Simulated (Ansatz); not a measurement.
Y₂C:
```cif
data_CY2
_chemical_formula_sum 'C1 Y2'
_space_group_name_H-M_alt 'P 1'
_space_group_IT_number 1
_cell_length_a 3.54337
_cell_length_b 3.54337
_cell_length_c 6.19418
_cell_angle_alpha 90.000
_cell_angle_beta 90.000
_cell_angle_gamma 120.000
loop_
_space_group_symop_operation_xyz
  'x, y, z'
loop_
_atom_site_label
_atom_site_type_symbol
_atom_site_fract_x
_atom_site_fract_y
_atom_site_fract_z
_atom_site_occupancy
C1 C 0.00000 0.00000 0.00000 1
Y1 Y 0.33333 0.66667 0.21642 1
Y2 Y 0.66667 0.33333 0.78358 1
```

This is the PBEsol-relaxed structure.

Problem. All from the program Ansatz at the PBEsol level (PAW), unless another level is named. Give the electronic character.

Solution. metallic (no gap).

Problem. Give the density of states at the Fermi level.

Solution. 1.1 states/eV per atom (mean over ±0.08 eV).

Problem. Predict the gap with spin–orbit coupling.

Solution. none (metallic).

Space group P-3m1 (anti-CdI2 type). A made-up cell: these elements were put on the sites of a structure type; neither database checked (COD, Materials Project) lists it. COD files the formula under space group No. 166. Its standing as an ambient phase is unchecked. The cell was relaxed with PBEsol under the symmetry of its start; whether a distortion lowers the energy is not shown. The run is not spin-polarised. Spin–orbit coupling is left out wherever it is not named.

Potentials: the earlier of the program's two PAW sets. The files were generated under PBE; for other functionals the program regenerates the frozen cores, and for LDA and PBEsol the local potential too.
